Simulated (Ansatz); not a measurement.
SrTiO3:
```
SrTiO3
1.0
    3.85420     0.00000     0.00000
    0.00000     3.85420     0.00000
    0.00000     0.00000     3.85420
Sr Ti O
1 1 3
Cartesian
  0.00000   0.00000   0.00000
  1.92710   1.92710   1.92710
  0.00000   1.92710   1.92710
  1.92710   1.92710   0.00000
  1.92710   0.00000   1.92710
```

Relaxed with LDA.

Q: Decompose the optical modes at the zone centre into irreducible representations, and say which are infrared and Raman allowed.

A: Point group m-3m: Γ_opt = 3T1u + T2u. Infrared: T1u. Raman: none.

Q: Assign frequencies (DFPT, LDA (plane waves, PAW; program Ansatz); without the LO–TO term).

A: T1u 30i, T1u 167, T2u 226, T1u 556 cm⁻¹.

Space group Pm-3m (cubic perovskite). The LDA relaxation kept the symmetry of its start. At this level the phase is dynamically unstable (imaginary phonons). The run is not spin-polarised.

Potentials: the later of the program's two PAW sets.
